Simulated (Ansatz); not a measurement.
Data sheet: HfZn₂ (DFT)

HfZn$_{2}$:
```
HfZn2
1.0
    0.00000     3.64078     3.64078
    3.64078     0.00000     3.64078
    3.64078     3.64078     0.00000
Hf Zn
2 4
Direct
  0.50000   0.50000   0.50000
  0.75000   0.75000   0.75000
  0.12500   0.12500   0.12500
  0.62500   0.12500   0.12500
  0.12500   0.12500   0.62500
  0.12500   0.62500   0.12500
```

Space group Fd-3m (No. 227), cubic Laves (MgCu2 type); conventional cell a = 7.282 Å, b = 7.282 Å, c = 7.282 Å, α = 90.00°, β = 90.00°, γ = 90.00°.

Method: r²SCAN (plane waves, PAW; program Ansatz). Geometry: relaxed at this level of theory. Other levels are named where they apply.

**Cell and energy**

```
Property                                                      Result
-----------------------------------------------------  -------------
Volume per atom                                             16.09 Å³
Density                                                  10.64 g/cm³
Formation energy from the elements (no fitted shifts)  -0.25 eV/atom
```

**Electronic structure**

```
Property                                                                   Result
------------------------------------  -------------------------------------------
Electronic character                                            metallic (no gap)
Density of states at the Fermi level  1.3 states/eV per atom (mean over ±0.08 eV)
Gap with spin–orbit coupling                                      none (metallic)
```

**Mechanics**

```
Item                                  Value
----------------------------------  -------
Bulk modulus (Birch–Murnaghan fit)  122 GPa
Pressure derivative B′                  4.3
```

**Charges**

```
Property                      Value
-------------  --------------------
Bader charges  Hf +1.14, Zn -0.57 e
```

The workflow started from an entry of the Crystallography Open Database (COD). Its standing as an ambient phase is unchecked. The cell was relaxed with r²SCAN under the symmetry of its start; its stability against distortions is not shown here. No spin polarisation was allowed. The references are the lowest solids computed at this level, not always the standard phases. Scalar-relativistic: spin–orbit coupling is off unless named, which matters more the heavier the elements.

Potentials: the later of the program's two PAW sets.
